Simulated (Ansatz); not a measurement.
All numbers below come from Ansatz 0.2.0, DFT PBE, scalar-relativistic, plane waves, PAW. Settings: cutoff 420 eV, Γ-centred meshes spaced at most about 0.3 Å⁻¹, and about 0.25 Å⁻¹ or finer for metals (2π included), Gaussian smearing. No spin polarisation in the final relaxations.

Each of these unrelaxed guesses is relaxed in cell and atoms within its symmetry. A guess keeps its type if space group and coordination stay and the shape of the cell changes little (axis ratios within about 15 %, angles within 6°); the volume may change.

1. Al2InN3

```
Al In N
1.0
     3.35562    0.00000    0.00000
    -1.67781    2.90606    0.00000
     0.00000    0.00000    8.21379
Al In N
2 1 3
Direct
  0.33333 0.66667 0.65599
  0.66667 0.33333 0.34401
  0.00000 0.00000 0.00000
  0.33333 0.66667 0.16590
  0.66667 0.33333 0.83410
  0.00000 0.00000 0.50000
```

2. GaBiSe4

```
Ga Bi Se
1.0
     3.04395   -3.64532    0.00000
     3.04395    3.64532    0.00000
     0.00000    0.00000    6.09826
Ga Bi Se
1 1 4
Direct
  0.50000 0.50000 0.50000
  0.00000 0.00000 0.00000
  0.60477 0.39523 0.00000
  0.10487 0.89513 0.50000
  0.89513 0.10487 0.50000
  0.39523 0.60477 0.00000
```

3. AlGa2As3

```
Al Ga As
1.0
     6.19898    0.00000    0.00000
    -3.09949    5.36847    0.00000
     0.00000    0.00000    3.56678
Al Ga As
1 2 3
Cartesian
  0.0000 0.0000 1.7834
  0.0000 3.5790 1.7834
  3.0995 1.7895 1.7834
  -1.5497 2.6842 0.0000
  3.0995 0.0000 0.0000
  1.5497 2.6842 0.0000
```

Problem. Which guesses survive the relaxation?

Solution. Guesses 1 and 3 keep their type.

```csv
guess,kept,start group,end group,V start (Å³/atom),V end,"b/a and c/a, end over start",nearest neighbours start,nearest neighbours end
1,yes,P-3m1,P-3m1,13.3,9.9,"1.00, 1.01","Al 6, In 6, N 6","Al 6, In 6, N 6"
2,no,Cmmm,Cmmm,22.6,27.6,"1.51, 1.00","Bi 10, Ga 10, Se 1","Bi 8, Ga 8, Se 1"
3,yes,P6/mmm,P6/mmm,19.8,22.9,"1.00, 1.04","Al 20, As 4, Ga 6","Al 20, As 4, Ga 6"
```

Neighbours count within 15 % of an atom's shortest distance; end groups are read at 0.02 Å (0.05 Å in metals).

Weakly bound directions are ill-defined at this level, which has no dispersion term (GaBiSe4 Cmmm). Spin–orbit coupling, which can matter for Bi, is left out. Cells relaxed within their symmetry can be saddle points.
